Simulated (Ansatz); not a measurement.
Si$_{3}$Mo$_{5}$ in space group I4/mcm (No. 140; Si on 8h, Si on 4a, Mo on 16k, Mo on 4b) under volume change, r²SCAN (plane waves, PAW; program Ansatz), shape and atoms relaxed at each volume.

```json
[
 {"V (Å³/atom)": "12.937", "E − E(relaxed) (meV/atom)": "[?]", "P (GPa)": "[?]"},
 {"V (Å³/atom)": "13.364", "E − E(relaxed) (meV/atom)": "[?]", "P (GPa)": "[?]"},
 {"V (Å³/atom)": "13.790", "E − E(relaxed) (meV/atom)": "10.7", "P (GPa)": "8.29"},
 {"V (Å³/atom)": "14.217", "E − E(relaxed) (meV/atom)": "0.0", "P (GPa)": "-0.01"},
 {"V (Å³/atom)": "14.643", "E − E(relaxed) (meV/atom)": "9.7", "P (GPa)": "-7.07"},
 {"V (Å³/atom)": "15.070", "E − E(relaxed) (meV/atom)": "36.7", "P (GPa)": "-13.07"},
 {"V (Å³/atom)": "15.496", "E − E(relaxed) (meV/atom)": "78.5", "P (GPa)": "-18.16"}
]
```

**Question.** What belongs in the gaps?

**Answer.** 
- 13.364, E − E(relaxed) (meV/atom): 45.4
- 13.364, P (GPa): 18.03
- 12.937, E − E(relaxed) (meV/atom): 108.2
- 12.937, P (GPa): 29.45

**Question.** What does a third-order Birch–Murnaghan fit give for V₀, B₀ and B′?

**Answer.** V₀ = 14.22 Å³/atom, B₀ = 254 GPa, B′ = 4.4.

The workflow started from a Materials Project entry (that database holds measured and hypothetical structures alike); the Crystallography Open Database files this formula in space group No. 140, but the cells were not matched. Its standing as an ambient phase is unchecked. The r²SCAN relaxation kept the symmetry of its start; its stability against distortions is not shown here. No spin polarisation was allowed. Spin–orbit coupling is left out wherever it is not named.

Potentials: the later of the program's two PAW sets.
